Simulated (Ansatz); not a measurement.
Relaxed-ion elastic tensor of MgTe (NiAs type, P6_3/mmc) in GPa (Voigt order), the program Ansatz at the LDA level (PAW); density 5.05 g/cm³, 24.98 Å³ per atom.

```
87.1  40.1  30.6   0.0   0.0   0.0
40.1  87.1  30.6   0.0   0.0   0.0
30.6  30.6   102   0.0   0.0   0.0
 0.0   0.0   0.0  22.1   0.0   0.0
 0.0   0.0   0.0   0.0  22.1   0.0
 0.0   0.0   0.0   0.0   0.0  23.5
```

Problem. Is the crystal mechanically stable?

Solution. Yes: the smallest eigenvalue of C is 22.1 GPa.

Problem. Work out the Voigt, Reuss and Hill averages.

Solution. K_V = 53.2, K_R = 53.1, K_H = 53.1; G_V = 25.2, G_R = 24.5, G_H = 24.8 GPa.

Problem. Give Young's modulus, Poisson's ratio, Pugh's ratio and the universal anisotropy index.

Solution. E = 9KG/(3K + G) = 64.4 GPa; ν = 0.30; K/G = 2.14 (ductile by the Pugh limit of 1.75); A_U = 5G_V/G_R + K_V/K_R − 6 = 0.15.

Problem. Estimate the sound speeds and the Debye temperature.

Solution. v_l = √((K + 4G/3)/ρ) = 4130 m/s, v_t = √(G/ρ) = 2220 m/s, mean 2480 m/s; Θ = (h/k)(3n/4πV)^(1/3) v_m = 252 K.

Problem. Solve the Christoffel equation for the three sound speeds along x, y, z.

Solution. Eigenvalues of C_ijkl n_j n_l equal ρv². In km/s, slowest first: x 2.09, 2.16, 4.15; y 2.09, 2.16, 4.15; z 2.09, 2.09, 4.49.

Problem. How much does each axis shrink under pressure?

Solution. Linear compressibilities β_i = Σ_j S_ij (j = 1 to 3): x 6.4, y 6.4, z 6.0 per TPa.

The first step of the workflow began from a Materials Project structure, measured or hypothetical; the Crystallography Open Database copy checked does not list it. COD files the formula under space group No. 186. Whether it is the stable phase at ambient conditions was not checked. The cell was relaxed with LDA under the symmetry of its start; whether a distortion lowers the energy is not shown. Spin–orbit coupling is left out wherever it is not named.

Potentials: the later of the program's two PAW sets.
